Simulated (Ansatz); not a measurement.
This run works on a proposed trial structure, not on a known crystal.

Input and command of a plane-wave DFT calculation in Ansatz:

```yaml
crystal:
  lattice:
    - [1.89, 1.09119201, 6.17666667]
    - [-1.89, 1.09119201, 6.17666667]
    - [0.0, -2.18238402, 6.17666667]
  atoms:
    - { symbol: Ti, position: [0.25, 0.25, 0.25], spin: 1.0 }
    - { symbol: Ti, position: [0.75, 0.75, 0.75], spin: 1.0 }
    - { symbol: Se, position: [0.5, 0.5, 0.5] }
    - { symbol: S, position: [0.0, 0.0, 0.0] }
basis:
  ecutwfc: 420
kpoints:
  mp_grid: { grid: [4, 4, 4] }
hamiltonian:
  xc: pbe
scf:
  occupations: { method: gaussian, width: 0.15 }
  lower_state_search: "off"
output:
  forces: true
  stress: true
  eigenvalues: true
  populations: true
magnetization:
  spin_polarized: true
relax:
  adjacent_minimum: "off"
  f_tol: 0.08
  max_steps: 16
  cell: { stress_tol: 0.8 }
```

```bash
ansatz run input.yaml --threads 1 --pin off --max-ram 2560MiB --backend cpu --events-out ev --progress --plain --runs-dir out
```

Processor: Intel(R) Xeon(R) Processor @ 2.50GHz (Skylake/Cascade Lake), 1 thread, on a host shared with other jobs.

Q: How long does it run, and how much memory does it take?

A: About 77 s, peak memory 0.43 GiB. It solves 29 bands at 13 k points (after reduction by symmetry) with about 1285 plane waves (on the last cell), in 81 SCF iterations over 8 ionic steps.
